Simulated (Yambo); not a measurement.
Yambo run on WO3 (ReO3 type, space group Pm-3m, No. 221). The wavefunctions are LDA (pw.x of Quantum ESPRESSO, ONCV potentials, without SOC) ones on a 4×4×4 mesh (16 occupied bands); a = b = c = 3.769 Å, α = β = γ = 90.00°.

Yambo input:

```
rim_cut
gw0
dyson
el_el_corr
HF_and_locXC
ppa
em1d
RandQpts= 1000000
RandGvec= 1 Ry
EXXRLvcs= 84 Ry
VXCRLvcs= 336 Ry
Chimod= "HARTREE"
% BndsRnXp
 2 | 70 |
%
NGsBlkXp= 10 Ry
% LongDrXp
 1.0 | 1.0 | 1.0 |
%
PPAPntXp= 27.2114 eV
% GbndRnge
 1 | 70 |
%
GTermKind= "none"
DysSolver= "n"
ExtendOut
% QPkrange
 1 | 1 | 16 | 17 |
 10 | 10 | 16 | 16 |
%
```

k points by index: 1 = Γ, 10 = R.

Table of the .qp output:

```
#    K-point    Band    Eo [eV]    E [eV]    E-Eo [eV]    Vxc [eV]    Vnlxc [eV]    Sc|Eo [eV]    Sc|E [eV]    dSc/dw|Eo [eV]    Re(Z)    Im(Z)
#
    1    16    -1.074765    -0.941620    0.133145    -20.45830    -25.41001    5.126193    5.084854    -8.444504    0.763166    0.628488E-3
    1    17    0.582488    1.882517    1.300029    -16.61076    -11.53572    -3.468011    -3.775019    -6.425636    0.808970    -0.001143
    10    16    0.000000    0.229931    0.229931    -20.37062    -25.39232    5.328263    5.251625    -9.075489    0.749893    -0.001577
```
(The two width columns are left out.) Convergence of these settings isn't established.

Geometry relaxed with LDA.

The structure is a Materials Project entry; no match was found in the copy of COD used, and its stability was not checked.
